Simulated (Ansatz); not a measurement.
Data:

Cl:
```cif
data_Cl4
_chemical_formula_sum 'Cl4'
_space_group_name_H-M_alt 'P 1'
_space_group_IT_number 1
_cell_length_a 4.53376
_cell_length_b 4.53376
_cell_length_c 8.33554
_cell_angle_alpha 90.000
_cell_angle_beta 90.000
_cell_angle_gamma 56.522
loop_
_space_group_symop_operation_xyz
  'x, y, z'
loop_
_atom_site_label
_atom_site_type_symbol
_atom_site_fract_x
_atom_site_fract_y
_atom_site_fract_z
_atom_site_occupancy
Cl1 Cl 0.88645 0.11355 0.60653 1
Cl2 Cl 0.11355 0.88645 0.39347 1
Cl3 Cl 0.61355 0.38645 0.10653 1
Cl4 Cl 0.38645 0.61355 0.89347 1
```

This is the PBE-relaxed structure.

Question: All from plane-wave PAW PBE (Ansatz code), unless another level is named. Give the band gap.

Answer: 2.30 eV (direct).

Question: Give the valence-band maximum.

Answer: at Γ.

Space group Cmce (molecular I2 type). The cell was relaxed with PBE under the symmetry of its start. The substance is a gas or liquid at ambient conditions; this is its low-temperature solid. The volume lies over 15 % above that of the usual cell of this phase: another minimum, or an error of the functional. A crystal of weakly bound molecules computed without a dispersion correction: the cell and the soft elastic constants depend strongly on that.

Potentials: the later of the program's two PAW sets.
